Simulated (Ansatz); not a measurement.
Suppose CaInC₄N₄ takes space group P-43m (No. 215), with Ca on 1b; In on 1a; C on 4e; N on 4e. Recipe of this trial structure of CaInC₄N₄: two interpenetrating cyanide-bridged diamond nets.

The calculation used DFT PBE, scalar-relativistic, plane waves, PAW in Ansatz. Cutoff 420 eV, Γ-centred mesh, Gaussian smearing, no spin polarisation.

Energies over the elements count from the elements' standard structures at the same level (N₂ as a molecule), with no fitted energy shifts.

Problem. Give the relaxed lattice parameters and positions.

Solution.

Space group P-43m (No. 215). a = 6.571 Å, b = 6.571 Å, c = 6.571 Å, α = 90.00°, β = 90.00°, γ = 90.00°
```
atom  site  symmetry       x       y       z
  Ca    1b      -43m  0.5000  0.5000  0.5000
  In    1a      -43m  0.0000  0.0000  0.0000
   C    4e       .3m  0.1905  0.1905  0.1905
   N    4e       .3m  0.2936  0.2936  0.2936
```

Ca is surrounded by 4 N at 2.35 Å; In has 4 C at 2.17 Å; C has 1 N at 1.17 Å and 1 In at 2.17 Å; N is surrounded by 1 C at 1.17 Å and 1 Ca at 2.35 Å. Another local minimum with the same sites may exist.

Problem. Where does its energy lie, and is it a metal?

Solution. The energy over the elements is +0.23 eV/atom. The gap on the 6×6×6 mesh of the 10-atom cell is 0 eV (a metal). It can't be a ground state, since the elements alone are lower.

The last run used Gaussian smearing of 0.10 eV. An odd number of electrons in the primitive cell allows no gap without spin; a larger cell or a magnetic state could open one. The reference form of C is held partly by dispersion forces, which this level lacks. Symmetry constrained the relaxation, so the result can be a saddle point.
